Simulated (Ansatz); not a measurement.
Is this AlH structure a true minimum?

It was reached by relaxing an invented guess, and it needn't be the stable form of this composition.

All numbers below come from DFT PBE, scalar-relativistic, plane waves, PAW in Ansatz. Settings: cutoff 420 eV, Γ-centred mesh 24×24×24 on the computed 2-atom cell, Gaussian smearing of 0.10 eV; no spin polarisation.

The cell below (2 atoms, space group Fm-3m (No. 225) when read loosely, R-3m at 0.01 Å) is relaxed within its symmetry.

```xyz
2
Lattice="1.4922 0.8615 2.4594 -1.4922 0.8615 2.4594 0.0000 -1.7230 2.4594" Properties=species:S:1:pos:R:3 pbc="T T T"
Al    0.0000    0.0000    0.0000
H     0.0000    0.0000    3.6891
```

For the test a repeat of it with 4 atoms (edges 2.98, 3.00, 5.17 Å) was strained at random (σ = 1.5 % a component), the atoms were moved at random (σ = 0.05 Å), and all was relaxed again on a coarse 8×8×4 mesh (in the run’s order of axes) with 0.20 eV smearing, with no symmetry imposed.

The end has R-3m (No. 166) at a tolerance of 0.01 Å; the cell shown is made exact in the group found at 0.05 Å.

Problem. Is the structure stable against such a distortion?

Solution. It doesn't return. The energy falls by 85 meV/atom on that mesh, the volume changes by 6.2 %, and the end has space group P-1 (No. 2) at a loose tolerance. Relaxed again on an 18×18×10 mesh with 0.10 eV smearing, the new structure lies 86 meV/atom below the first (mesh in the axes of the run's cell; the cell below is made exact in the group named). Space group C2/m (No. 12), monoclinic, a = 5.172 Å, b = 2.931 Å, c = 5.540 Å, β = 107.4°. Around Al on its first site lie 6 H at 2.49–2.50 Å; Al on its second site is surrounded by 6 H at 1.89–1.90 Å; around H lie 3 Al at 1.89–1.90 Å, 3 H at 2.36–2.40 Å and 3 Al at 2.49–2.50 Å.

```
CELL_PARAMETERS angstrom
2.58594 -1.46550 0.00000
2.58594 1.46550 0.00000
-1.65632 0.00000 5.28699
ATOMIC_POSITIONS crystal
Al 0.50000 0.50000 0.50000
Al 0.00000 0.00000 0.00000
H 0.28181 0.28181 0.84417
H 0.71819 0.71819 0.15583
```
